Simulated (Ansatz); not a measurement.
The relaxed structure here is a generated cell of TaGe: the first start was made by a random draw of sites in a space group, and the end was not matched to a known phase here, so it may be hypothetical.

The end point of a relaxation of TaGe. Space group P4/mmm (No. 123). All values below come from r2SCAN (plane waves to 500 eV, PAW, scalar-relativistic; Ansatz, a quantum-chemistry and plane-wave program).

```cif
data_GeTa
_chemical_formula_sum 'Ge1 Ta1'
_space_group_name_H-M_alt 'P 1'
_space_group_IT_number 1
_cell_length_a 2.77113
_cell_length_b 2.77113
_cell_length_c 5.18259
_cell_angle_alpha 90.000
_cell_angle_beta 90.000
_cell_angle_gamma 90.000
loop_
_space_group_symop_operation_xyz
  'x, y, z'
loop_
_atom_site_label
_atom_site_type_symbol
_atom_site_fract_x
_atom_site_fract_y
_atom_site_fract_z
_atom_site_occupancy
Ge1 Ge 0.50000 0.50000 0.00000 1
Ta1 Ta 0.50000 0.50000 0.50000 1
```

For TaGe, the volume per atom is 19.90 Å³. The band gap comes out as no gap (metallic). The shortest distances is Ge–Ta 2.59 Å; Ge–Ge 2.77 Å; Ta–Ta 2.77 Å. The k-mesh is 17×17×9.

Band energies at high-symmetry points (eV from the Fermi level; labels of this space group; no spin-orbit coupling), from −5 eV up to 3.4 eV:

```
point                                 energies
-----  ---------------------------------------
Γ                             -3.54 -2.64 1.99
X            -4.83 -2.42 -2.34 -0.16 2.61 3.04
M           -3.56 -1.90 -1.90 -0.73 -0.73 3.04
Z                        -3.57 -2.63 3.15 3.15
R                   -3.94 -2.01 0.63 0.67 2.61
A      -3.83 -3.50 -3.12 -3.12 -1.52 2.18 2.18
```

No spin polarisation in the result. The relaxed primitive cell holds an odd number of electrons. A magnetic state may lie lower.

The run could not lose the symmetry of its start: the end is stationary, and may be a saddle point rather than a minimum.

All atoms sit on sites fixed by symmetry, so only the cell could relax.
